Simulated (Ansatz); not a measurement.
MgI₂:
```xyz
3
Lattice="4.1243 0.0000 0.0000 -2.0621 3.5717 0.0000 0.0000 0.0000 6.8321" Properties=species:S:1:pos:R:3 pbc="T T T"
Mg     0.0000     0.0000     0.0000
I      0.0000     2.3812     1.6773
I      2.0621     1.1906     5.1548
```

Relaxed with PBE+D3(BJ). Special points in fractions of this cell's reciprocal vectors: Γ (0.000, 0.000, 0.000); M (0.500, 0.000, 0.000); K (0.333, 0.333, 0.000); A (0.000, 0.000, 0.500); L (0.500, 0.000, 0.500); H (0.333, 0.333, 0.500).

Task: List the band energies nearest the valence-band maximum at these points for DFT-PBE+D3(BJ) with spin–orbit coupling in the program Ansatz with PAW potentials.

Result: In eV from the valence-band maximum; about four levels below and three above (degenerate sets whole), none deeper than 8.9 eV; points with the same levels are listed once.

```json
[
 {"k": "Γ", "below": "-0.03 -0.03 0.00 0.00", "above": "3.42 3.42 4.47 4.47"},
 {"k": "M", "below": "-1.47 -1.47 -0.65 -0.65", "above": "3.32 3.32 4.99 4.99"},
 {"k": "K", "below": "-1.61 -1.61 -1.52 -1.52", "above": "3.51 3.51 6.92 6.92"},
 {"k": "A", "below": "-0.32 -0.32 -0.15 -0.15", "above": "4.42 4.42 4.57 4.57"},
 {"k": "L", "below": "-1.23 -1.23 -0.80 -0.80", "above": "3.21 3.21 4.83 4.83"},
 {"k": "H", "below": "-0.99 -0.99 -0.78 -0.78", "above": "4.48 4.48 5.35 5.35"}
]
```

Space group P-3m1 (CdI2 type). Symmetry was held in the PBE+D3(BJ) relaxation; phonons on a q-mesh show no instability.

Potentials: the later of the program's two PAW sets.
